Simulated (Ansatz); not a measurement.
Total density of states per atom from LDA in the plane-wave PAW code Ansatz, in 0.25 eV bins, energy from the valence-band maximum:

```
E (eV) | states/eV/atom
    -7.85 | #### 0.66
    -7.60 | ######################## 4.34
    -7.35 |  0.00
    -7.10 |  0.00
    -6.85 |  0.00
    -6.60 | ##################### 3.78
    -6.35 | ########################## 4.67
    -6.10 | ############################## 5.35
    -5.85 | ####### 1.20
    -5.60 |  0.00
    -5.35 | # 0.10
    -5.10 | ## 0.32
    -4.85 | ##### 0.90
    -4.60 | #### 0.74
    -4.35 | ## 0.31
    -4.10 | ## 0.37
    -3.85 | ## 0.29
    -3.60 | # 0.23
    -3.35 | # 0.26
    -3.10 | ### 0.53
    -2.85 | #### 0.64
    -2.60 | #### 0.76
    -2.35 | #### 0.68
    -2.10 | ###### 1.00
    -1.85 | ##### 0.80
    -1.60 | ###### 1.00
    -1.35 | #### 0.69
    -1.10 | ### 0.58
    -0.85 | ##### 0.84
    -0.60 | ### 0.55
    -0.35 | ## 0.29
    -0.10 | # 0.10
     0.15 |  0.00
     0.40 |  0.00
     0.65 |  0.00
     0.90 |  0.00
     1.15 |  0.00
     1.40 |  0.00
     1.65 |  0.00
     1.90 |  0.00
     2.15 |  0.01
     2.40 |  0.02
     2.65 |  0.02
     2.90 |  0.04
     3.15 | # 0.13
     3.40 | ## 0.33
     3.65 | ### 0.46
     3.90 | #### 0.65
     4.15 | ##### 0.87
     4.40 | #### 0.76
     4.65 | #### 0.63
     4.90 | ### 0.47
     5.15 | ## 0.35
     5.40 | ### 0.51
     5.65 | ### 0.62
     5.90 | ###### 1.02
     6.15 | #### 0.66
     6.40 | ## 0.34
```

Question: Which of these materials gives this?
(A) Zn3CdS4, P-43m (Zn on 3c, Cd on 1a, S on 4e)
(B) Cd5TeS4, I-4m2 (Pearson symbol tI20)
(C) TiS2, CdI2 type
(D) K2S, P6_3/mmc (S on 2c, K on 2a, K on 2d)

Answer: A, Zn3CdS4, P-43m (Zn on 3c, Cd on 1a, S on 4e). Top 1 eV of the valence band: S 3p 87 %, Zn 3d 6 %. Bottom 1 eV of the conduction band: Zn 4s 40 %, S 3s 27 %, S 3p 16 %, Cd 5s 14 %. Projections are on Löwdin-orthogonalised atomic valence shells; empty p or d shells of many metals are not among them.

The workflow started from a Materials Project entry (that database holds measured and hypothetical structures alike); the Crystallography Open Database copy checked does not list it. With Zn and Cd taken as one species the cell has the higher symmetry F-43m, so it may be an ordered model of a mixed-site phase. Whether it is the stable phase at ambient conditions was not checked. The cell was relaxed with LDA under the symmetry of its start; phonons on a q-mesh show no instability. Spin–orbit coupling is left out wherever it is not named.

Potentials: the later of the program's two PAW sets.
